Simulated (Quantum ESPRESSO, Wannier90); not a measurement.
**BaS (rock salt), plane waves to Wannier functions**

Cell from Materials Project (mp-1500), symmetrised, no further relaxation. COD (Crystallography Open Database) has an entry of this formula and space group (matched by these alone). Computed values, not measurements, from LDA: Quantum ESPRESSO (norm-conserving PseudoDojo potentials, cutoff 46 Ry, no spin polarisation, no spin-orbit coupling) on a Γ-centred 8×8×8 mesh, then Wannier90. Density: 8×8×8 mesh, cold smearing 0.01 Ry. Spin-orbit coupling is left out although heavy elements are present.

On the energy scale of pw.x, whose zero is arbitrary, the valence-band maximum lies at 5.30 eV.

Input w.win:

```
num_bands = 4
num_wann = 4
exclude_bands = 1-4,9-22
num_iter = 1000
conv_tol = 1.0e-6
conv_window = 4
num_cg_steps = 20
write_hr = true
write_u_matrices = true
auto_projections = true
begin unit_cell_cart
ang
    0.0000000000    3.2256750000    3.2256750000
    3.2256750000    0.0000000000    3.2256750000
    3.2256750000    3.2256750000    0.0000000000
end unit_cell_cart
begin atoms_frac
Ba   0.0000000000  0.0000000000  0.0000000000
S    0.5000000000  0.5000000000  0.5000000000
end atoms_frac
mp_grid = 8 8 8
begin kpoints
0.0000000000 0.0000000000 0.0000000000
0.0000000000 0.0000000000 0.1250000000
0.0000000000 0.0000000000 0.2500000000
... (509 more lines: the 8x8x8 mesh through Gamma)
end kpoints
```

Input of pw2wannier90.x that gives the overlap and projection files (equivalent; here they were cut from one run over all bands):

```
&inputpp
  outdir = './out'
  prefix = 'pwscf'
  seedname = 'w'
  write_amn = .true.
  write_mmn = .true.
  scdm_proj = .true.
  scdm_entanglement = 'isolated'
/
```

Output w.wout (banner and timings cut):

```
                                    ------
                                    SYSTEM
                                    ------

                              Lattice Vectors (Ang)
                    a_1     0.000000   3.225675   3.225675
                    a_2     3.225675   0.000000   3.225675
                    a_3     3.225675   3.225675   0.000000

                   Unit Cell Volume:      67.12616  (Ang^3)

                        Reciprocal-Space Vectors (Ang^-1)
                    b_1    -0.973933   0.973933   0.973933
                    b_2     0.973933  -0.973933   0.973933
                    b_3     0.973933   0.973933  -0.973933

 *----------------------------------------------------------------------------*
 |   Site       Fractional Coordinate          Cartesian Coordinate (Ang)     |
 +----------------------------------------------------------------------------+
 | ba   1   0.00000   0.00000   0.00000   |    0.00000   0.00000   0.00000    |
 | s    1   0.50000   0.50000   0.50000   |    3.22567   3.22567   3.22567    |
 *----------------------------------------------------------------------------*
                                ------------
                                K-POINT GRID
                                ------------

             Grid size =  8 x  8 x  8      Total points =  512

 *---------------------------------- MAIN ------------------------------------*
 |  Number of Wannier Functions               :                 4             |
 |  Number of Objective Wannier Functions     :                 4             |
 |  Number of input Bloch states              :                 4             |
 |  Output verbosity (1=low, 5=high)          :                 1             |
 |  Timing Level (1=low, 5=high)              :                 1             |
 |  Optimisation (0=memory, 3=speed)          :                 3             |
 |  Length Unit                               :               Ang             |
 |  Post-processing setup (write *.nnkp)      :                 F             |
 |  Using Gamma-only branch of algorithms     :                 F             |
 *----------------------------------------------------------------------------*
 *------------------------------- WANNIERISE ---------------------------------*
 |  Total number of iterations                :              1000             |
 |  Number of CG steps before reset           :                20             |
 |  Trial step length for line search         :             2.000             |
 |  Convergence tolerence                     :         0.100E-05             |
 |  Convergence window                        :                 4             |
 |  Iterations between writing output         :                 1             |
 |  Iterations between backing up to disk     :               100             |
 |  Write r^2_nm to file                      :                 F             |
 |  Write xyz WF centres to file              :                 F             |
 |  Write on-site energies <0n|H|0n> to file  :                 F             |
 |  Use guiding centre to control phases      :                 F             |
 |  Use phases for initial projections        :                 F             |
 *----------------------------------------------------------------------------*
 *-------------------------------- PLOTTING ----------------------------------*
 |  Plotting Hamiltonian in WF basis          :                 T             |
 *----------------------------------------------------------------------------*

 *---------------------------------- K-MESH ----------------------------------*
 +----------------------------------------------------------------------------+
 |                    Distance to Nearest-Neighbour Shells                    |
 |                    ------------------------------------                    |
 |          Shell             Distance (Ang^-1)          Multiplicity         |
 |          -----             -----------------          ------------         |
 |             1                   0.210863                      8            |
 |             2                   0.243483                      6            |
 |             3                   0.344337                     12            |
 |             4                   0.403771                     24            |
 |             5                   0.421726                      8            |
 |             6                   0.486967                      6            |
 |             7                   0.530660                     24            |
 |             8                   0.544445                     24            |
       ... (lines left out)
 +----------------------------------------------------------------------------+
 | The b-vectors are chosen automatically                                     |
 | The following shells are used:                       1                     |
 +----------------------------------------------------------------------------+
 |                        Shell   # Nearest-Neighbours                        |
 |                        -----   --------------------                        |
 |                          1               8                                 |
 +----------------------------------------------------------------------------+
 | Completeness relation is fully satisfied [Eq. (B1), PRB 56, 12847 (1997)]  |
 +----------------------------------------------------------------------------+
 |                  b_k Vectors (Ang^-1) and Weights (Ang^2)                  |
 |                  ----------------------------------------                  |
 |            No.         b_k(x)      b_k(y)      b_k(z)        w_b           |
 |            ---        --------------------------------     --------        |
 |             1         0.121742    0.121742   -0.121742     8.433958        |
 |             2         0.121742   -0.121742    0.121742     8.433958        |
 |             3        -0.121742    0.121742    0.121742     8.433958        |
 |             4         0.121742    0.121742    0.121742     8.433958        |
 |             5        -0.121742   -0.121742    0.121742     8.433958        |
 |             6        -0.121742    0.121742   -0.121742     8.433958        |
 |             7         0.121742   -0.121742   -0.121742     8.433958        |
 |             8        -0.121742   -0.121742   -0.121742     8.433958        |
 +----------------------------------------------------------------------------+
 |                           b_k Directions (Ang^-1)                          |
 |                           -----------------------                          |
 |            No.           x           y           z                         |
 |            ---        --------------------------------                     |
 |             1         0.121742    0.121742   -0.121742                     |
 |             2         0.121742   -0.121742    0.121742                     |
 |             3        -0.121742    0.121742    0.121742                     |
 |             4         0.121742    0.121742    0.121742                     |
 +----------------------------------------------------------------------------+

 Starting a new Wannier90 calculation ...

 Reading overlaps from w.mmn

 Reading projections from w.amn

 *------------------------------- WANNIERISE ---------------------------------*
 +--------------------------------------------------------------------+<-- CONV
 | Iter  Delta Spread     RMS Gradient      Spread (Ang^2)            |<-- CONV
 +--------------------------------------------------------------------+<-- CONV

 ------------------------------------------------------------------------------
 Initial State
  WF centre and spread    1  ( -0.173318, -0.171616, -2.720025 )     2.74736061
  WF centre and spread    2  ( -0.207550, -2.739381, -0.172668 )     2.74270124
  WF centre and spread    3  ( -3.186717, -0.397082, -0.393544 )     2.74193046
  WF centre and spread    4  ( -2.884863,  0.081938,  0.059838 )     2.69273553
  Sum of centres and spreads ( -6.452449, -3.226140, -3.226398 )    10.92472783

      0     0.109E+02     0.0000000000       10.9247278345  <-- CONV
        O_D=      0.0305987 O_OD=      1.2314041 O_TOT=     10.9247278 <-- SPRD
 ------------------------------------------------------------------------------
      1    -0.747E-01     0.1525395205       10.8500421342  <-- CONV
        O_D=      0.0131824 O_OD=      1.1741347 O_TOT=     10.8500421 <-- SPRD
      2    -0.132E-01     0.0978618614       10.8367922310  <-- CONV
        O_D=      0.0097421 O_OD=      1.1643251 O_TOT=     10.8367922 <-- SPRD
      3    -0.427E-02     0.0530787659       10.8325267743  <-- CONV
        O_D=      0.0086737 O_OD=      1.1611280 O_TOT=     10.8325268 <-- SPRD
      4    -0.290E-02     0.0432368539       10.8296218820  <-- CONV
        O_D=      0.0081309 O_OD=      1.1587660 O_TOT=     10.8296219 <-- SPRD
      5    -0.133E-02     0.0292337679       10.8282945982  <-- CONV
        O_D=      0.0079809 O_OD=      1.1575887 O_TOT=     10.8282946 <-- SPRD
       ... (lines left out)
     38    -0.383E-06     0.0005299721       10.7854466759  <-- CONV
        O_D=      0.0081041 O_OD=      1.1146175 O_TOT=     10.7854467 <-- SPRD
     39    -0.190E-06     0.0003583139       10.7854464860  <-- CONV
        O_D=      0.0081035 O_OD=      1.1146180 O_TOT=     10.7854465 <-- SPRD
     40    -0.829E-07     0.0002463914       10.7854464031  <-- CONV
        O_D=      0.0081032 O_OD=      1.1146182 O_TOT=     10.7854464 <-- SPRD
             <<<     Delta < 1.000E-06  over  4 iterations     >>>
             <<< Wannierisation convergence criteria satisfied >>>
 Final State
  WF centre and spread    1  ( -0.221961, -0.172713, -2.779309 )     2.69599230
  WF centre and spread    2  ( -0.256650, -2.795979, -0.169293 )     2.69628832
  WF centre and spread    3  ( -3.254986, -0.377856, -0.367505 )     2.69597131
  WF centre and spread    4  ( -2.719726,  0.120445,  0.089744 )     2.69719447
  Sum of centres and spreads ( -6.453323, -3.226103, -3.226363 )    10.78544640

         Spreads (Ang^2)       Omega I      =     9.662725040
        ================       Omega D      =     0.008103193
                               Omega OD     =     1.114618170
    Final Spread (Ang^2)       Omega Total  =    10.785446403
```
